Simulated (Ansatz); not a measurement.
Relaxed (001) slab cut from Al (space group P6_3/mmc (No. 194)); the slab's formula is Al, its outer planes Al (top) and Al (bottom):

```yaml
crystal:
  lattice:
    - [2.82220, 0.00000, 0.00000]
    - [-1.41110, 2.44410, 0.00000]
    - [0.00000, 0.00000, 33.52412]
  atoms:
    - { symbol: Al, position: [0.33333, 0.66667, 0.22350] }
    - { symbol: Al, position: [0.00000, 0.00000, 0.29318] }
    - { symbol: Al, position: [0.66667, 0.33333, 0.36214] }
    - { symbol: Al, position: [0.00000, 0.00000, 0.43151] }
    - { symbol: Al, position: [0.33333, 0.66667, 0.50000] }
    - { symbol: Al, position: [0.00000, 0.00000, 0.56849] }
    - { symbol: Al, position: [0.66667, 0.33333, 0.63786] }
    - { symbol: Al, position: [0.00000, 0.00000, 0.70682] }
    - { symbol: Al, position: [0.33333, 0.66667, 0.77650] }
```

The calculation used DFT r2SCAN, scalar-relativistic, plane waves, PAW in Ansatz. Plane waves to 500 eV, a k mesh through Γ of 12×12×1 on the computed 9-atom cell and Gaussian smearing (0.10 eV); no spin polarisation. The cell repeats along c with a dipole correction in the vacuum.

The potential is the smooth part; its values at the atoms depend on the PAW datasets.

Question: How does the plane-averaged electrostatic potential energy of an electron run along c, counted from the Fermi level?

Answer: z (Å), V (eV) and a bar:
```
     2.68       4.11 ##############################
     2.95       4.11 ##############################
     3.22       4.11 ##############################
     3.49       4.11 ##############################
     3.75       4.11 ##############################
     4.02       4.11 ##############################
     4.29       4.10 ##############################
     4.56       4.08 ##############################
     4.83       4.05 ##############################
     5.10       3.99 ##############################
     5.36       3.86 #############################
     5.63       3.61 #############################
     5.90       3.11 ###########################
     6.17       2.16 #########################
     6.44       0.40 #####################
     6.70      -2.83 ############
     6.97      -6.13 ####
     7.24      -7.37 #
     7.51      -7.59
     7.78      -7.36 #
     8.05      -5.94 ####
     8.31      -2.74 #############
     8.58      -0.63 ##################
     8.85      -1.15 #################
     9.12      -4.11 #########
     9.39      -6.76 ##
     9.65      -7.59
     9.92      -7.66
    10.19      -7.15 #
    10.46      -5.09 #######
    10.73      -1.87 ###############
    11.00      -0.63 ##################
    11.26      -2.13 ##############
    11.53      -5.40 ######
    11.80      -7.27 #
    12.07      -7.69
    12.34      -7.57
    12.61      -6.63 ###
    12.87      -3.85 ##########
    13.14      -1.05 #################
    13.41      -0.78 ##################
    13.68      -3.15 ############
    13.95      -6.23 ####
    14.21      -7.48 #
    14.48      -7.68
    14.75      -7.39 #
    15.02      -5.93 ####
    15.29      -2.76 #############
    15.56      -0.78 ##################
    15.82      -1.56 ################
    16.09      -4.65 ########
    16.36      -7.00 ##
    16.63      -7.65
    16.90      -7.65
    17.16      -7.00 ##
    17.43      -4.65 ########
    17.70      -1.56 ################
    17.97      -0.78 ##################
    18.24      -2.76 #############
    18.51      -5.93 ####
    18.77      -7.39 #
    19.04      -7.68
    19.31      -7.48 #
    19.58      -6.23 ####
    19.85      -3.15 ############
    20.11      -0.78 ##################
    20.38      -1.05 #################
    20.65      -3.85 ##########
    20.92      -6.63 ###
    21.19      -7.57
    21.46      -7.69
    21.72      -7.27 #
    21.99      -5.40 ######
    22.26      -2.13 ##############
    22.53      -0.63 ##################
    22.80      -1.87 ###############
    23.06      -5.09 #######
    23.33      -7.15 #
    23.60      -7.66
    23.87      -7.59
    24.14      -6.76 ##
    24.41      -4.11 #########
    24.67      -1.15 #################
    24.94      -0.63 ##################
    25.21      -2.74 #############
    25.48      -5.94 ####
    25.75      -7.36 #
    26.01      -7.59
    26.28      -7.37 #
    26.55      -6.13 ####
    26.82      -2.83 ############
    27.09       0.40 #####################
    27.36       2.16 #########################
    27.62       3.11 ###########################
    27.89       3.61 #############################
    28.16       3.86 #############################
    28.43       3.99 ##############################
    28.70       4.05 ##############################
    28.96       4.08 ##############################
    29.23       4.10 ##############################
    29.50       4.11 ##############################
    29.77       4.11 ##############################
    30.04       4.11 ##############################
    30.31       4.11 ##############################
    30.57       4.11 ##############################
    30.84       4.11 ##############################
```

The vacuum level lies 4.11 eV above the Fermi level.

The reference crystal is a form of Al, which isn't its usual structure.

Cost: 1 run of about 2.7 core-minutes, on Intel Xeon Processor @ 2.50GHz (Skylake/Cascade Lake) (shared hosts).